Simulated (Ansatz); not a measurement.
Si2Mo, DFT, PBEsol, all-electron LAPW, scalar-relativistic (Ansatz 0.2.0), run on 1 thread of Arm Neoverse V2 on a shared host.

The cell comes from COD entry 1010282, which wasn't checked; take it as a given geometry. It is an old determination, and later ones may differ. The listed cell was then made from it by scaling, straining or moving an atom.

Command: `ansatz run input.yaml --threads 1 --pin off --max-ram 6144MiB --backend cpu --events-out ev --progress --plain --runs-dir out`

```yaml
crystal:
  lattice:
    - [-1.5946487895, 1.5946487895, 3.9173544169]
    - [1.5946487895, -1.5946487895, 3.9173544169]
    - [1.5946487895, 1.5946487895, -3.9173544169]
  atoms:
    - { symbol: Si, position: [0.333, 0.333, 0.0] }
    - { symbol: Si, position: [0.667, 0.667, 0.0] }
    - { symbol: Mo, position: [0.0, 0.0, 0.0] }
kpoints:
  mp_grid: { grid: [12, 12, 16] }
  band_path:
    path:
      - [0.0, 0.0, 0.0]
      - [0.0, 0.0, 0.5]
      - [0.25, 0.25, 0.25]
      - [0.0, 0.5, 0.0]
      - [0.0, 0.0, 0.0]
      - [0.5, 0.5, -0.5]
      - [0.2914270847, 0.7085729153, -0.2914270847]
      - [-0.2914270847, 0.2914270847, 0.2914270847]
      - [0.0, 0.0, 0.0]
    npoints: 5
scf:
  occupations: { method: fermi_dirac, width: 0.03 }
hamiltonian:
  xc: pbesol
  pseudopotentials: { kind: all_electron, lapw: { basis_error: 0.001 } }
output:
  forces: true
  stress: true
  eigenvalues: true
```

Problem. How large is the problem that the program sets up?

Solution. 632 irreducible k-points, 309 plane waves at Γ, 29 bands.

Problem. Estimate the wall time and the peak memory.

Solution. 2.4 min of wall time for 10 SCF iterations, with a peak of 1.7 GiB. Times on shared machines scatter by tens of per cent.
